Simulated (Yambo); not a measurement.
Material: CdI₂ (CdI2 type, space group P-3m1, No. 164); a = 4.242 Å, b = 4.242 Å, c = 6.817 Å, α = 90.00°, β = 90.00°, γ = 120.00° (3 atoms in the cell). Cell and atoms were relaxed with PBE+D3(BJ) from Materials Project entry mp-567259, within its symmetry.

With PBEsol (pw.x of Quantum ESPRESSO, ONCV potentials, no spin-orbit coupling), the gap between the mesh's edge points (A → Γ) is 2.319 eV.

Question: By how much does one-shot G0W0 (Yambo; 3×3×2 Γ-centred k mesh, bands 5 to 211 and a 8 Ry block in the screening, 211 bands in G with the Bruneval-Gonze terminator, plasmon pole fitted at 27.2 eV) open this gap, and what gap results?

Answer: The correction is 1.346 eV, giving 3.666 eV, 1.6 times the PBEsol value. The mesh misses a band edge: along a dense path the PBEsol gap is 2.24 eV against 2.32 eV on the mesh. Nearest settings tried, and what they do to the gap: 133 bands in G: -2 meV; 133 bands in W, 133 bands in G: -0 meV; 3 Ry block (73 vectors against 299): -156 meV. Not varied: mesh. So the settings aren't converged at that level. The k mesh is coarse. Without spin-orbit coupling, band edges of such heavy elements can be off by tenths of an eV.
